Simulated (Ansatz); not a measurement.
A trial cell of Li4SiN, before relaxation:

```
CELL_PARAMETERS angstrom
0.00000 3.43896 3.43896
3.43896 0.00000 3.43896
3.43896 3.43896 0.00000
ATOMIC_POSITIONS crystal
Li 0.13620 0.13620 0.13620
Li 0.13620 0.13620 0.59139
Li 0.13620 0.59139 0.13620
Li 0.59139 0.13620 0.13620
Si 0.75000 0.75000 0.75000
N 0.00000 0.00000 0.00000
```

All numbers below come from Ansatz, DFT PBE, scalar-relativistic, plane waves, PAW. Cutoff 420 eV, Gaussian smearing, Γ-centred meshes. Cell and atoms relax first on a coarse mesh and then on a finer one. In between, the cell is made exact in the group found at 0.06 Å. In metals the finer mesh still leaves noise of several meV/atom or more. The steps can't lower the symmetry of their start. No spin polarisation in the relaxation; trial moments died out in a coarse test.

A guess keeps its type if space group and coordination stay and the shape of the cell changes little (axis ratios within about 15 %, angles within 6°); the volume may change.

**Question.** Does it keep its structure type, or change into something else?

**Answer.** It keeps its type. The symmetry stays F-43m (No. 216). The volume per atom grows by 53.9 %, from 13.6 to 20.9 Å³. The shortest distance goes from 1.62 Å (Li–N) to 1.75 Å (Li–N). Counting neighbours within 15 % of an atom's shortest distance, the start has Li 1, N 4, Si 16 and the end Li 1, N 4, Si 16.

The last run used an 8×8×8 mesh for its 6-atom cell and Gaussian smearing of 0.10 eV. Symmetry constrained the relaxation, so the result can be a saddle point. Another cell of Li4SiN relaxed alike, in P4/mmm, lies 0.67 eV/atom lower, so this cell isn't the stable form at this level.
